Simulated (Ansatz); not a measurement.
Tc:
```
Tc
1.0
    2.70966     0.00000     0.00000
   -1.35483     2.34664     0.00000
    0.00000     0.00000     4.33180
Tc
2
Direct
  0.33333   0.66667   0.75000
  0.66667   0.33333   0.25000
```

Relaxed with LDA. Special points in fractions of this cell's reciprocal vectors: Γ (0.000, 0.000, 0.000); M (0.500, 0.000, 0.000); K (0.333, 0.333, 0.000); A (0.000, 0.000, 0.500); L (0.500, 0.000, 0.500); H (0.333, 0.333, 0.500).

Question: List the band energies nearest the Fermi level at these points for plane-wave PAW LDA (Ansatz code).

Answer: In eV from the Fermi level; about four levels below and three above (degenerate sets whole), none deeper than 8.9 eV; … stands for higher levels left out; points with the same levels are listed once.

```
k                    below                above
-  -----------------------  -------------------
Γ  -0.86 -0.86 -0.14 -0.14               1.88 …
M  -2.03 -1.14 -0.89 -0.47       3.13 3.59 3.60
K   -2.99 -1.95 -1.95 0.00       2.49 2.49 2.94
A  -1.78 -1.78 -1.78 -1.78                    …
L  -5.54 -5.54 -3.87 -3.87  0.15 0.15 1.56 1.56
H  -1.80 -1.80 -0.09 -0.09          2.78 2.78 …
```

Space group P6_3/mmc (hcp (Mg type)). The cell was relaxed with LDA under the symmetry of its start. The run is not spin-polarised. Scalar-relativistic: spin–orbit coupling is off unless named, which matters more the heavier the elements.

Potentials: the later of the program's two PAW sets.
